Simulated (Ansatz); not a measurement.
TiC:
```
TiC
1.0
    0.00000     2.16393     2.16393
    2.16393     0.00000     2.16393
    2.16393     2.16393     0.00000
C Ti
1 1
Cartesian
  0.00000   0.00000   0.00000
  2.16393   2.16393   2.16393
```

This is the r²SCAN-relaxed structure.

### Question
All from r²SCAN (plane waves, PAW; program Ansatz), unless another level is named. Predict the Poisson's ratio.

### Answer
0.20.

### Question
Predict the highest zone-centre frequency.

### Answer
510 cm⁻¹.

Space group Fm-3m (rock salt). The cell was relaxed with r²SCAN under the symmetry of its start; of distortions, only those at the zone centre were tested. No spin polarisation was allowed. As this level gives no gap, phonon frequencies hold no LO–TO term and depend on the k-mesh and smearing (Fermi–Dirac, 0.1 eV here).

Potentials: the later of the program's two PAW sets.
